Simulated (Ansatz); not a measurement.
Ru (diamond, Fd-3m) under volume change, the program Ansatz at the PBEsol level (PAW), scaled uniformly.

```csv
V (Å³/atom),E − E(relaxed) (meV/atom),P (GPa)
17.819,107.7,21.41
18.406,45.0,13.03
18.994,10.6,5.96
19.581,0.0,-0.01
20.168,9.5,-5.05
20.756,36.1,-9.29
21.343,76.8,-12.85
```

Q: What does a third-order Birch–Murnaghan fit give for V₀, B₀ and B′?

A: V₀ = 19.58 Å³/atom, B₀ = 182 GPa, B′ = 4.7.

The start of the workflow was typed in or built on a structure type; neither database checked (COD, Materials Project) lists it. It is not the phase usual at ambient conditions (space group No. 194). The cell was relaxed with PBEsol under the symmetry of its start. At this level the phase is mechanically unstable. The workflow began spin-polarised and lost its moments.

Potentials: the later of the program's two PAW sets.
